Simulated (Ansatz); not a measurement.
Data:

Relaxed BN (zinc blende):

```
CELL_PARAMETERS angstrom
      0.00000     1.81236     1.81236
      1.81236     0.00000     1.81236
      1.81236     1.81236     0.00000
ATOMIC_POSITIONS crystal
  N  0.75000 0.75000 0.75000
  B  0.00000 0.00000 0.00000
```

The atoms are displaced by Q × the pattern below (from a DFPT mode at Γ, largest move 1; Q in Å), at fixed cell. It is one choice among 3 degenerate patterns.

| atom | x | y | z |
|---|---|---|---|
| N1 | 0.000 | 0.000 | -0.772 |
| B2 | 0.000 | 0.000 | 1.000 |

Calculation: PBE (plane waves to 420 eV, PAW, scalar-relativistic; Ansatz, a program for electronic structure). k mesh 16×16×16 (Γ-centred), Fermi-Dirac smearing 0.05 eV. The energy includes the smearing's −TS. BN was relaxed with its symmetry unable to fall. The zero of ΔE is the undisplaced structure.

The scan covers Q from -0.280 to 0.280 Å in 13 points.

Q: Is this a single well or a double well?

A: A single well with its minimum at or next to zero displacement.

Q: Is the energy the same for equal positive and negative displacements?

A: Even: the same for both signs.

Q: Which space group does the distorted structure have?

A: Imm2 (No. 44), lowered from F-43m.

Q: What is the energy change at Q = 0.280 Å?

A: 2188 meV/cell.

Q: What harmonic wavenumber does the curvature at Q = 0 give?

A: 1026 cm⁻¹.

(For displaced atoms, the force is minus the slope of the energy, and its curvature is a force constant, which sets phonon frequencies.)
